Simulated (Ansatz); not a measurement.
Input for Ansatz (plane-wave DFT, PAW):

```yaml
crystal:
  lattice:
    - [0.0, 5.8047451795, 5.8047451795]
    - [5.8047451795, 0.0, 5.8047451795]
    - [5.8047451795, 5.8047451795, 0.0]
  atoms:
    - { symbol: Rb, position: [0.75, 0.75, 0.75] }
    - { symbol: Rb, position: [0.25, 0.25, 0.25] }
    - { symbol: Rb, position: [0.5, 0.5, 0.5] }
    - { symbol: Ga, position: [0.0, 0.0, 0.0] }
    - { symbol: Br, position: [0.7678876243, 0.2321123757, 0.2321123757] }
    - { symbol: Br, position: [0.2321123757, 0.2321123757, 0.7678876243] }
    - { symbol: Br, position: [0.2321123757, 0.7678876243, 0.7678876243] }
    - { symbol: Br, position: [0.2321123757, 0.7678876243, 0.2321123757] }
    - { symbol: Br, position: [0.7678876243, 0.2321123757, 0.7678876243] }
    - { symbol: Br, position: [0.7678876243, 0.7678876243, 0.2321123757] }
basis:
  ecutwfc: 500
kpoints:
  mp_grid: { grid: [4, 4, 4] }
hamiltonian:
  xc: r2scan
scf:
  occupations: { method: gaussian, width: 0.02 }
output:
  forces: true
  stress: true
  eigenvalues: true
  populations: true
```

Run as
```bash
ansatz run input.yaml --threads 2 --pin off --max-ram 3584MiB --backend cpu --events-out ev --progress --plain --runs-dir out
```

All numbers below come from DFT r2SCAN, scalar-relativistic, plane waves, PAW in Ansatz 0.2.0.

Abridged output:

```
Pseudopotentials: kind: paw
Pseudopotential: Rb, paw, valence charge 9, recommended cutoff 500 eV (meta_gga)
Pseudopotential: Ga, paw, valence charge 13, recommended cutoff 500 eV (meta_gga)
Pseudopotential: Br, paw, valence charge 7, recommended cutoff 500 eV (meta_gga)
Functional definition: r2SCAN
Crystal: 10 atoms, lattice volume = 391.183 Å³
Basis set: ecut = 500 eV, 9841 PW (Γ), exchange–correlation on 240×240×240 points (64 copies of the dense FFT grid, shifted against one another)
Bands: 51, of which v1, the nominal top of the filled ones, is band 41 counted from 1 (40 counted from 0)
Symmetry: 48 space group operations
Space group: Fm-3m (ITA 225), of the structure as read, at distance tolerance 7.3e-5 Å
k-points: 8 of 64
Initial density: superposition of atomic densities (neutral atoms: chi_scale 0, normalization atom), corrected by the library's trained network
Initial wavefunctions: pseudopotential atomic-orbital guess
Functional: x = r2scan, c = r2scan; τ floored in thin density (d = 2e-4 eV/Å³)
SCF iter   1: F=—  HF=-30395.995786 eV  |F-HF|=—  |Δ(HF+E_count)|=         —  Δρ=4.41e-3  dr2=4.97e-2  dr2_τ=1.74e-2  ethr=1.77e-3  ⟨swp⟩=9.4  Hψ=2067  notcnv=0  defer=5
SCF iter   2: F=—  HF=-30396.039849 eV  |F-HF|=—  |Δ(HF+E_count)|=   4.41e-2  Δρ=1.76e-3  dr2=7.52e-3  dr2_τ=4.55e-4  ethr=6.06e-5  ⟨swp⟩=3.8  Hψ=888  notcnv=0  defer=24
SCF iter   3: F=—  HF=-30396.041378 eV  |F-HF|=—  |Δ(HF+E_count)|=   1.53e-3  Δρ=6.89e-4  dr2=9.83e-4  dr2_τ=5.37e-5  ethr=9.17e-6  ⟨swp⟩=2.4  Hψ=749  notcnv=0  defer=24
SCF iter   4: F=—  HF=-30396.041421 eV  |F-HF|=—  |Δ(HF+E_count)|=   4.32e-5  Δρ=1.21e-4  dr2=6.90e-5  dr2_τ=2.44e-6  ethr=1.20e-6  ⟨swp⟩=2.0  Hψ=552  notcnv=0  defer=24
SCF iter   5: F=—  HF=-30396.041011 eV  |F-HF|=—  |Δ(HF+E_count)|=   4.11e-4  Δρ=4.26e-5  dr2=1.07e-5  dr2_τ=8.87e-7  ethr=8.42e-8  ⟨swp⟩=2.0  Hψ=712  notcnv=0  defer=24
SCF iter   6: F=—  HF=-30396.041011 eV  |F-HF|=—  |Δ(HF+E_count)|=   5.16e-7  Δρ=1.24e-5  dr2=3.92e-7  dr2_τ=4.03e-8  ethr=1.30e-8  ⟨swp⟩=2.0  Hψ=662  notcnv=0  defer=24
SCF iter   7: F=-30396.041012 eV  HF=-30396.041012 eV  |F-HF|=1.37e-8  |Δ(HF+E_count)|=   5.82e-7  Δρ=1.81e-6  dr2=1.49e-8  dr2_τ=4.25e-9  ethr=1.22e-10  ⟨swp⟩=15.9  Hψ=2327  notcnv=0
SCF 1 converged in 7 iterations: F = -30396.041012 eV  dr2 = 1.49e-8
SCF converged after 7 iterations
Free energy (F): -30396.041012 eV
Harris-Foulkes:  -30396.041012 eV  (|F-HF|=1.37e-8)
Internal energy: -30396.041012 eV  (E = F + TS)
E sigma→0 (E₀):  -30396.041012 eV
Fermi energy:    1.894474 eV
--- Per-component energies (eV) ---
  E_band       = -602.146489
  E_kinetic    = 1493.339108
  E_local      = -6132.187013  (includes V_loc(G=0)·N_el)
  E_nonlocal   = 1366.948319
  E_hartree    = 2208.444162
  E_xc         = -1937.975047
  E_vxc        = -1196.353311  (∫ρ·V_xc dr)
  E_paw        = -23536.590744  (= ΣΔE_a)
  E_vpaw       = -614.149112  (= ΣTr[D̂ρ^β])
  E_aug_tail   = -0.000043  (compensation charges beyond the density's cutoff)
  E_vtau       = 63.369076  (kinetic-family band-sum trace: ∫τ·v_τ [+ j·A + Jᵃ·Aᵃ] dr)
  E_ewald      = -3855.976740
  E_core_change = -2.043014  (= ΣΔE_core)
  E_smearing   =  0.000000  (= −TS)
--- Forces (eV/Å), atoms counted from 1 ---
  atom   1  Rb     0.00000000     0.00000000     0.00000000
  atom   2  Rb     0.00000000     0.00000000     0.00000000
  atom   3  Rb     0.00000000     0.00000000     0.00000000
  atom   4  Ga     0.00000000     0.00000000     0.00000000
  atom   5  Br    -1.11192656     0.00000000     0.00000000
  atom   6  Br     0.00000000     0.00000000    -1.11192656
  atom   7  Br     1.11192656     0.00000000     0.00000000
  atom   8  Br     0.00000000    -1.11192656     0.00000000
  atom   9  Br     0.00000000     1.11192656     0.00000000
  atom  10  Br     0.00000000     0.00000000     1.11192656
--- Stress (GPa, compression-positive) ---
       -1.665240       0.000000       0.000000
        0.000000      -1.665240       0.000000
        0.000000       0.000000      -1.665240
  P = ⅓ Tr σ = -1.6652 GPa (-16.652 kbar)
--- Band table (eV; the first three rows and the last of 8) ---
  k-point 0: bands = ["-25.3521", "-25.3517", "-24.5162", "-13.7903", "-13.7903", "-13.6536", "-13.6536", "-13.6536", "-12.7591", "-12.4387", "-12.4387", "-12.4387", "-12.1246", "-12.1246", "-8.8525", "-8.8525", "-8.8525", "-8.8439", "-8.8439", "-8.8439", "-8.1361", "-8.1361", "-8.1361", "-4.1373", "-1.2840", "-1.2840", "-1.2840", "-0.6382", "-0.6382", "-0.6382", "0.0440", "0.0440", "0.3503", "0.3503", "0.3503", "0.5159", "0.5159", "0.5159", "0.9058", "0.9058", "0.9058", "2.8829", "5.7796", "7.1626", "7.3346", "7.3346", "7.3346", "7.6214", "7.6214", "7.9599", "7.9599"]
  k-point 1: bands = ["-25.3521", "-25.3517", "-24.5162", "-13.7913", "-13.7913", "-13.6536", "-13.6536", "-13.6536", "-12.7638", "-12.4344", "-12.4116", "-12.4116", "-12.1556", "-12.1556", "-8.8497", "-8.8497", "-8.8458", "-8.8434", "-8.8434", "-8.8401", "-8.1581", "-8.1263", "-8.1263", "-4.0190", "-1.4439", "-1.3205", "-1.3205", "-0.5948", "-0.5458", "-0.5458", "0.0985", "0.0985", "0.2204", "0.2315", "0.2315", "0.4092", "0.5265", "0.5265", "0.7967", "0.7967", "0.8337", "3.2351", "6.1846", "7.1151", "7.3949", "7.5047", "7.5047", "7.8862", "7.8862", "8.3071", "8.3071"]
  k-point 2: bands = ["-25.3519", "-25.3519", "-24.5162", "-13.7923", "-13.7923", "-13.6536", "-13.6536", "-13.6536", "-12.7684", "-12.4301", "-12.3759", "-12.3759", "-12.1954", "-12.1954", "-8.8453", "-8.8453", "-8.8445", "-8.8445", "-8.8379", "-8.8376", "-8.1794", "-8.1166", "-8.1166", "-3.8876", "-1.6151", "-1.3555", "-1.3555", "-0.5074", "-0.3983", "-0.3983", "-0.0761", "-0.0039", "-0.0039", "0.2458", "0.2458", "0.4979", "0.4979", "0.5000", "0.6984", "0.6984", "0.7300", "3.5700", "6.7317", "6.9993", "7.3640", "7.6415", "7.6415", "8.3170", "8.3170", "8.6676", "8.6676"]
  k-point 7: bands = ["-25.3519", "-25.3519", "-24.5162", "-13.7916", "-13.7916", "-13.6536", "-13.6536", "-13.6536", "-12.7345", "-12.4441", "-12.4441", "-12.3983", "-12.1692", "-12.1562", "-8.8423", "-8.8423", "-8.8402", "-8.8402", "-8.8399", "-8.8397", "-8.1378", "-8.1341", "-8.1341", "-3.9754", "-1.4512", "-1.1849", "-1.1849", "-0.5300", "-0.5300", "-0.2211", "-0.1964", "0.0780", "0.1572", "0.1572", "0.2997", "0.2997", "0.3229", "0.3341", "0.3851", "0.7063", "0.7063", "3.3956", "7.3858", "7.6704", "7.6704", "8.0197", "8.0197", "8.1307", "8.3001", "8.9044", "8.9044"]
--- Löwdin populations: 10 sites ---
  site symbol q [e]
     0     Rb      8.2153
     1     Rb      8.2153
     2     Rb      8.2707
     3     Ga     12.6775
     4     Br      7.3970
     5     Br      7.3970
     6     Br      7.3970
     7     Br      7.3970
     8     Br      7.3970
     9     Br      7.3970
  spilling = 0.002916 (of n_electrons = 82.000000)
```

The run converged.

The run took 13 s on 2 threads of Arm Neoverse V2, on a shared host, peak memory 1.6 GiB.